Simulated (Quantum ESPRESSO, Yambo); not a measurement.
**WS₂: DFT and GW levels**

```
WS2
1.0
    1.59244     0.91939     6.48980
   -1.59244     0.91939     6.48980
    0.00000    -1.83879     6.48980
S W
2 1
Cartesian
  0.00000   0.00000  11.40687
  0.00000   0.00000  14.52573
  0.00000   0.00000  19.45636
```

The geometry is that of Materials Project entry mp-9813, symmetrised and not relaxed again.

Starting point: PBEsol (Quantum ESPRESSO, PseudoDojo norm-conserving, 74 Ry, with spin-orbit coupling). G0W0 in Yambo: 4×4×4 Γ-centred k mesh, bands 5 to 214 and a 8 Ry block in the screening, 214 bands in G with the Bruneval-Gonze terminator, plasmon pole fitted at 27.2 eV.

```
Item                                                                                               Result
------------------------------------------------------------------------------------------------  -------
PBEsol gap along the band path                                                                    1.08 eV
PBEsol gap between the mesh's edge points (Z → (0, 0, 0.25))                                      1.44 eV
G0W0 gap between the same points                                                                  2.00 eV
PBEsol smallest direct gap on the mesh (at Z)                                                     2.27 eV
G0W0 direct gap at that point                                                                     2.88 eV
estimate of the fundamental G0W0 gap (path gap plus the correction; the mesh misses a band edge)  1.64 eV
```

```tsv
k point	band	E PBEsol (eV)	E QP (eV)	shift (eV)	Z
Γ	VB	-0.94	-1.11	-0.17	0.80
Γ	CB	2.22	2.72	0.50	0.79
(0, 0, 0.25)	VB	-1.44	-1.60	-0.16	0.79
(0, 0, 0.25)	CB	1.44	1.90	0.46	0.80
L	VB	-1.48	-1.87	-0.39	0.79
L	CB	2.19	3.02	0.83	0.79
F	VB	-1.39	-1.76	-0.37	0.79
F	CB	2.17	3.00	0.83	0.79
Z	VB−2	-2.10	-2.42	-0.32	0.79
Z	VB−1	0.00	-0.10	-0.10	0.79
Z	VB	0.00	-0.10	-0.10	0.79
Z	CB	2.27	2.78	0.50	0.79
Z	CB+1	2.27	2.78	0.50	0.79
```

Energies count from the PBEsol valence-band maximum.

Convergence of the G0W0 settings was not tested.

This is not the ordinary phase of the substance.

The distance between layers or molecules is the database entry's, not relaxed here. Functionals without dispersion can leave it too large, which widens gaps and weakens the response across layers: the numbers belong to this cell.
